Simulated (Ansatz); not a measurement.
**CuSb2Pd in Ansatz, single run**

Run with:

```bash
ansatz run input.yaml --threads 1 --pin off --max-ram 2560MiB --backend cpu --events-out ev --progress --plain --runs-dir out
```

Input:

```yaml
crystal:
  lattice:
    - [4.18005079, 0.0, 0.0]
    - [0.0, 4.18005079, 0.0]
    - [0.0, 0.0, 9.13520038]
  atoms:
    - { symbol: Sb, position: [0.75, 0.25, 0.5] }
    - { symbol: Sb, position: [0.25, 0.75, 0.5] }
    - { symbol: Pd, position: [0.75, 0.25, 0.0] }
    - { symbol: Pd, position: [0.25, 0.75, 0.0] }
    - { symbol: Cu, position: [0.25, 0.25, 0.2546] }
    - { symbol: Cu, position: [0.75, 0.75, 0.7454] }
    - { symbol: Sb, position: [0.25, 0.25, 0.6545] }
    - { symbol: Sb, position: [0.75, 0.75, 0.3455] }
  symmetry: { tolerance: 0.0003 }
kpoints:
  mp_grid: { grid: [4, 4, 2], shift: [0, 0, 0] }
magnetization:
  noncollinear: true
  spin_orbit: true
scf:
  occupations: { method: tetrahedron }
hamiltonian:
  pseudopotentials: { kind: paw_fr }
  xc: r2scan
basis:
  ecutwfc: 500
output:
  forces: true
  stress: true
  eigenvalues: true
  write_density: true
  write_potential: true
  elf: true
  volumetric_format: npy
```

Origin of the cell: a known structure type with other elements, at an estimated volume, so it need not be a known compound.

Output (shortened):

```
Warning: output.forces, output.stress, relax.cell or npt_langevin: where a Kohn–Sham band that disperses or a degenerate level is filled in part under the method tetrahedron, the forces or th […]
band count auto-derived: 166 (N_el = 134.0; filled up to band 134; 162 by the electrons, moments and atoms)
Pseudopotentials: kind: paw_fr
Pseudopotential: Sb, paw_fr, valence charge 15, recommended cutoff 500 eV (meta_gga), Sb.paw.azcp#standard-fr
Pseudopotential: Pd, paw_fr, valence charge 18, recommended cutoff 500 eV (meta_gga), Pd.paw.azcp#standard-fr
Pseudopotential: Cu, paw_fr, valence charge 19, recommended cutoff 500 eV (meta_gga), Cu.paw.azcp#standard-fr
Functional definition: r2SCAN
  exchange = r2scan_x(k0 = k0, k1 = k1, a1 = a1)
  correlation = r2scan_c
non-collinear run that drives no moment, with spin-orbit: no starting moment large enough to seed its density (crystal.atoms[].spin), no starting occupations that ask for one, no magnetisatio […]
Crystal: 8 atoms, lattice volume = 159.618 Å³
[… 15 lines left out …]
Initial density: superposition of atomic densities (chi_scale 0.1, normalization cell, long waves kept (reshape's long-wave potential 0.38 eV rms))
Functional: x = r2scan, c = r2scan; τ floored in thin density (d = 2e-4 eV/Å³)
SCF iter   1: F=—  HF=-53169.618454 eV  Δρ=2.45e-1  dr2=3.67e2  dr2_τ=1.50e0  dr2_m=0.00e0 (ungated)  |M|=0.00e0 ∫|m|=0.00e0 μB  defer=184
SCF iter   2: F=—  HF=-53154.257598 eV  Δρ=6.63e-2  dr2=5.93e0  dr2_τ=1.31e0  dr2_m=0.00e0 (ungated)  |M|=0.00e0 ∫|m|=0.00e0 μB  defer=244
SCF iter   3: F=—  HF=-53154.883731 eV  Δρ=2.99e-2  dr2=9.97e-1  dr2_τ=1.68e-2  dr2_m=0.00e0 (ungated)  |M|=0.00e0 ∫|m|=0.00e0 μB  defer=290
SCF iter   4: F=—  HF=-53155.026848 eV  Δρ=1.91e-2  dr2=1.24e0  dr2_τ=2.45e-3  dr2_m=0.00e0 (ungated)  |M|=0.00e0 ∫|m|=0.00e0 μB  defer=286
SCF iter   5: F=—  HF=-53155.028468 eV  Δρ=1.24e-2  dr2=9.37e-1  dr2_τ=4.58e-3  dr2_m=0.00e0 (ungated)  |M|=0.00e0 ∫|m|=0.00e0 μB  defer=286
SCF iter   6: F=—  HF=-53154.980757 eV  Δρ=3.23e-3  dr2=3.10e-2  dr2_τ=1.31e-4  dr2_m=0.00e0 (ungated)  |M|=0.00e0 ∫|m|=0.00e0 μB  defer=282
SCF iter   7: F=—  HF=-53154.985547 eV  Δρ=3.20e-3  dr2=5.13e-2  dr2_τ=2.43e-4  dr2_m=0.00e0 (ungated)  |M|=0.00e0 ∫|m|=0.00e0 μB  defer=282
SCF iter   8: F=—  HF=-53154.983649 eV  Δρ=1.61e-3  dr2=1.80e-2  dr2_τ=6.26e-5  dr2_m=0.00e0 (ungated)  |M|=0.00e0 ∫|m|=0.00e0 μB  defer=282
SCF iter   9: F=—  HF=-53154.983120 eV  Δρ=8.38e-4  dr2=4.58e-3  dr2_τ=1.77e-5  dr2_m=0.00e0 (ungated)  |M|=0.00e0 ∫|m|=0.00e0 μB  defer=282
SCF iter  10: F=—  HF=-53154.983170 eV  Δρ=3.22e-4  dr2=7.71e-4  dr2_τ=2.56e-6  dr2_m=0.00e0 (ungated)  |M|=0.00e0 ∫|m|=0.00e0 μB  defer=282
SCF iter  11: F=—  HF=-53154.983311 eV  Δρ=9.49e-5  dr2=1.52e-5  dr2_τ=6.77e-8  dr2_m=0.00e0 (ungated)  |M|=0.00e0 ∫|m|=0.00e0 μB  defer=282
SCF iter  12: F=—  HF=-53154.983471 eV  Δρ=5.17e-5  dr2=5.17e-6  dr2_τ=4.31e-8  dr2_m=0.00e0 (ungated)  |M|=0.00e0 ∫|m|=0.00e0 μB  defer=282
SCF iter  13: F=—  HF=-53154.983459 eV  Δρ=7.50e-5  dr2=6.89e-6  dr2_τ=1.26e-8  dr2_m=0.00e0 (ungated)  |M|=0.00e0 ∫|m|=0.00e0 μB  defer=282
SCF iter  14: F=—  HF=-53154.983459 eV  Δρ=3.37e-5  dr2=1.53e-6  dr2_τ=3.15e-9  dr2_m=0.00e0 (ungated)  |M|=0.00e0 ∫|m|=0.00e0 μB  defer=282
SCF iter  15: F=—  HF=-53154.983462 eV  Δρ=9.82e-6  dr2=1.24e-7  dr2_τ=2.70e-10  dr2_m=0.00e0 (ungated)  |M|=0.00e0 ∫|m|=0.00e0 μB  defer=282
SCF iter  16: F=-53154.983463 eV  HF=-53154.983463 eV  Δρ=1.01e-6  dr2=1.93e-9  dr2_τ=8.58e-12  dr2_m=0.00e0 (ungated)  |M|=0.00e0 ∫|m|=0.00e0 μB
SCF 1 converged in 16 iterations: F = -53154.983463 eV  dr2 = 1.93e-9
SCF converged after 16 iterations
Stability not checked: this state was not tested for a lower state beside it, because cold or Methfessel-Paxton smearing, or corrected tetrahedra, fill the levels in a way that the test cannot read (fill_not_monotonic; […]
Magnetization: |M| = 0.0000 μB,  M = (+0.0000, +0.0000, +0.0000) μB
Absolute magnetization: 0.0000 μB (∫|m|)
  site 0: m = (+0.0000, +0.0000, +0.0000) μB, |m| = 0.0000 μB  (R = 1.04 Å)
  site 1: m = (+0.0000, +0.0000, +0.0000) μB, |m| = 0.0000 μB  (R = 1.04 Å)
  site 2: m = (+0.0000, +0.0000, +0.0000) μB, |m| = 0.0000 μB  (R = 1.22 Å)
  site 3: m = (+0.0000, +0.0000, +0.0000) μB, |m| = 0.0000 μB  (R = 1.22 Å)
  site 4: m = (+0.0000, +0.0000, +0.0000) μB, |m| = 0.0000 μB  (R = 1.26 Å)
  site 5: m = (+0.0000, +0.0000, +0.0000) μB, |m| = 0.0000 μB  (R = 1.26 Å)
  site 6: m = (+0.0000, +0.0000, +0.0000) μB, |m| = 0.0000 μB  (R = 1.04 Å)
  site 7: m = (+0.0000, +0.0000, +0.0000) μB, |m| = 0.0000 μB  (R = 1.04 Å)
Free energy (F): -53154.983463 eV
Harris-Foulkes:  -53154.983463 eV  (|F-HF|=3.64e-10)
Internal energy: -53154.961784 eV  (E = F + TS)
E sigma→0 (E₀):  -53154.983463 eV
Entropy (-TS):   -0.021679 eV (-2.710 meV/atom)
Fermi energy:    14.000165 eV
--- Per-component energies (eV) ---
  E_band       = -1877.701446
  E_kinetic    = 2491.479091
  E_local      = -20303.429649  (includes V_loc(G=0)·N_el)
  E_nonlocal   = 2708.711728
  E_hartree    = 9011.889058
  E_xc         = -1002.891561
  E_vxc        = -1132.342615  (∫ρ·V_xc dr)
  E_paw        = -29270.722512  (= ΣΔE_a)
  E_vpaw       = -3746.269106  (= ΣTr[D̂ρ^β])
  E_aug_tail   = 0.000504  (compensation charges beyond the density's cutoff)
  E_vtau       = 80.366862  (kinetic-family band-sum trace: ∫τ·v_τ [+ j·A + Jᵃ·Aᵃ] dr)
  E_ewald      = -16790.562497
  E_core_change = 0.564055  (= ΣΔE_core)
  E_smearing   = -0.021679  (= −TS)
  Σ components = -53154.983463   (vs F -53154.983463, Δ=0.00e0)
--- Forces (eV/Å), atoms counted from 1 ---
[… 3 lines left out …]
  atom   4  Pd     0.000000     0.000000     0.000000
  atom   5  Cu     0.000000     0.000000    -1.590499
  atom   6  Cu     0.000000     0.000000     1.590499
  atom   7  Sb     0.000000     0.000000    11.042686
  atom   8  Sb     0.000000     0.000000   -11.042686
  max |Σ_I F_I| component: 0.0 eV/Å
--- Stress (GPa, compression-positive) ---
       36.208698       0.000000       0.000000
        0.000000      36.208698       0.000000
        0.000000       0.000000      21.163385
  P = ⅓ Tr σ = 31.1936 GPa (311.936 kbar)
```

Caveats: forces and stress under tetrahedra may miss the slope of the energy; no moments, though an odd count or open d shells may carry them; the given cell is far from equilibrium, with atoms too close or a volume far off; the k mesh is coarse if the cell is a metal.

Time: 280 s of wall time on 1 CPU thread(s) of a shared host, from the program's own first density.
